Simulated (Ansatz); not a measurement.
The relaxed structure here is a generated cell of HfN: the first start was made by placing the elements on the sites of a structure type, and the end was not matched to a known phase here, so it may be hypothetical. Known forms of HfN include space group No. 225.

One stationary structure of HfN. Space group P6/mmm (No. 191). The numbers are results of PBE (plane waves to 420 eV, PAW, scalar-relativistic; Ansatz, a first-principles code), not measurements.

```xyz
6
Lattice="5.5037 0.0000 0.0000 -2.7519 4.7664 0.0000 0.0000 0.0000 3.2087" Properties=species:S:1:pos:R:3 pbc="T T T"
Hf     2.7519     0.0000     0.0000
Hf     1.3759     2.3832     0.0000
Hf    -1.3759     2.3832     0.0000
N      0.0000     0.0000     0.0000
N      0.0000     3.1776     1.6043
N      2.7519     1.5888     1.6043
```

- Volume per atom = 14.03 Å³
- Band gap = no gap (metallic)
- Shortest distances = Hf–N 2.26 Å; Hf–Hf 2.75 Å; N–N 3.18 Å
- k-mesh = 10×10×14

Band energies at high-symmetry points (eV from the Fermi level; labels of this space group; no spin-orbit coupling), from −5 eV up to 3.5 eV:

| point | energies |
|---|---|
| Γ | -3.44 -3.44 -3.40 -2.87 -1.51 -1.51 -1.50 -1.50 -0.03 0.38 1.63 1.63 |
| M | -4.42 -3.55 -3.36 -2.74 -2.16 -0.07 0.60 1.60 1.69 2.16 2.47 2.96 3.12 3.26 |
| K | -3.73 -3.24 -3.24 -0.89 -0.89 -0.10 1.37 2.28 3.09 3.50 3.50 |
| A | -3.52 -3.52 -3.43 -1.96 -1.77 -1.77 -1.55 -1.55 0.87 0.97 0.97 2.62 3.52 |
| L | -4.90 -4.39 -4.26 -3.48 -2.42 -1.66 -0.31 1.34 1.74 2.08 2.50 2.51 3.18 |
| H | -4.62 -4.62 -4.60 -3.09 -3.09 -1.51 -0.33 2.02 2.02 2.22 2.22 2.25 |

No spin polarisation in the result. The relaxed primitive cell holds an odd number of electrons. A magnetic state may lie lower.

The run could not lower the symmetry of its start; a shaken copy of this end point relaxes with PBE to Pmc2₁ (No. 26), 0.63 eV/atom lower.
